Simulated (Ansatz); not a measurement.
Relaxed-ion elastic tensor of Hf (hcp (Mg type), space group No. 194) in GPa (Voigt order), PBEsol (plane waves, PAW; program Ansatz); density 13.72 g/cm³, 21.61 Å³ per atom.

```
 181  79.5  72.7   0.0   0.0   0.0
79.5   181  72.7   0.0   0.0   0.0
72.7  72.7   207   0.0   0.0   0.0
 0.0   0.0   0.0  49.0   0.0   0.0
 0.0   0.0   0.0   0.0  49.0   0.0
 0.0   0.0   0.0   0.0   0.0  50.9
```

Is the crystal mechanically stable?

Yes: the smallest eigenvalue of C is 49.0 GPa.

Work out the Voigt, Reuss and Hill averages.

K_V = 113, K_R = 113, K_H = 113; G_V = 52.7, G_R = 52.2, G_H = 52.5 GPa.

Give Young's modulus, Poisson's ratio, Pugh's ratio and the universal anisotropy index.

E = 9KG/(3K + G) = 136 GPa; ν = 0.30; K/G = 2.16 (ductile by the Pugh limit of 1.75); A_U = 5G_V/G_R + K_V/K_R − 6 = 0.05.

Estimate the sound speeds and the Debye temperature.

v_l = √((K + 4G/3)/ρ) = 3650 m/s, v_t = √(G/ρ) = 1960 m/s, mean 2180 m/s; Θ = (h/k)(3n/4πV)^(1/3) v_m = 234 K.

How much does each axis shrink under pressure?

Linear compressibilities β_i = Σ_j S_ij (j = 1 to 3): x 3.1, y 3.1, z 2.7 per TPa.

Space group P6_3/mmc (hcp (Mg type)). The cell was relaxed with PBEsol under the symmetry of its start. The run is not spin-polarised. As this level gives no gap, shear constants depend on the k-mesh and smearing (Fermi–Dirac, 0.1 eV here). Scalar-relativistic: spin–orbit coupling is off unless named, which matters more the heavier the elements.

Potentials: the later of the program's two PAW sets.
